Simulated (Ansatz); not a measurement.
# Defects and dopants in LaAl4

Calculated with the plane-wave PAW code Ansatz (scalar-relativistic, PAW set soft_2), not measured. The host crystal, relaxed (Kohn–Sham gap 0.00 eV):

Space group I4/mmm (No. 139). a = 4.302 Å, b = 4.302 Å, c = 11.222 Å, α = 90.00°, β = 90.00°, γ = 90.00°
```
atom  site  symmetry       x       y       z
  Al    4e       4mm  0.0000  0.0000  0.6133
  Al    4d      -4m2  0.0000  0.5000  0.7500
  La    2a     4/mmm  0.0000  0.0000  0.0000
```

Atoms are relaxed in small periodic supercells at the host's cell. Formation energies are those of the neutral defect, with atoms from and to the elements' standard states and no corrections; they are left out where an element with a U changes, an open 4f shell is known to end too high at times, atoms moved far or the cell holds a carrier in a band. Moments under 0.05 μB aren't shown.

```
                            defect  method  host atoms  formation energy (eV)  notes
La on an Al site + Al on a La site  PBEsol          25                      –    a b
                    C interstitial  PBEsol          25                      ?      c
                   La interstitial  PBEsol          25                   3.19      c
```

Notes: a, atoms moved by 0.8 Å or more, so the name tells the start and not the end, and no energy is given; b, most atoms moved far, the host may distort by itself; c, one start site alone, and another structure may lie lower.

Question: Fill in the withheld row.

Answer: formation energy (eV): 1.26.

Caveats: one start alone; small cells.
